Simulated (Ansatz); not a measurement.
The end point of a relaxation of TePb. Method: r2SCAN (plane waves to 500 eV, PAW, scalar-relativistic; Ansatz, a program for electronic structure).

```
CELL_PARAMETERS angstrom
     -2.31054     3.26690     2.30970
      2.31054    -3.26690     2.30970
      2.31054     3.26690    -2.30970
ATOMIC_POSITIONS crystal
  Te 0.50109 0.00109 0.50000
  Pb 0.00065 0.00065 0.00000
```

Determine the symmetry and give the standard cell with its independent sites.

Space group Fm-3m (No. 225); a = 6.5339 Å, b = 6.5339 Å, c = 6.5339 Å, α = 90.00°, β = 90.00°, γ = 90.00°

```
atom  site  symmetry       x       y       z
----  ----  --------  ------  ------  ------
Te      4b      m-3m  0.5000  0.5000  0.5000
Pb      4a      m-3m  0.0000  0.0000  0.0000
```

This is the rock salt type.

Give the shortest distances between elements (the closest pairs, up to four, under 3.6 Å).

Pb–Te 3.27 Å.

| Quantity | Result |
|---|---|
| Volume per atom | 34.87 Å³ |
| Density | 7.97 g/cm³ |
| Band gap | 1.09 eV (no spin-orbit coupling) |

No spin polarisation in the result. Spin-orbit coupling is missing; with elements this heavy it can move band edges by tenths of an eV or more.

Measured for TePb: gap 0.19 eV (0 K or low temperature; as listed in arXiv:2302.06325). Computed minus measured — gap: r2SCAN +0.90 eV. The computed values are for a static lattice, and a measured gap can be an optical one, lowered by exciton binding.

It was reached from a disturbed copy of a Pmma (No. 51) cell (AFLOW prototype AB_oP4_51_e_f (B19, as in CdAu)), against which it lies -0.26 eV/atom.
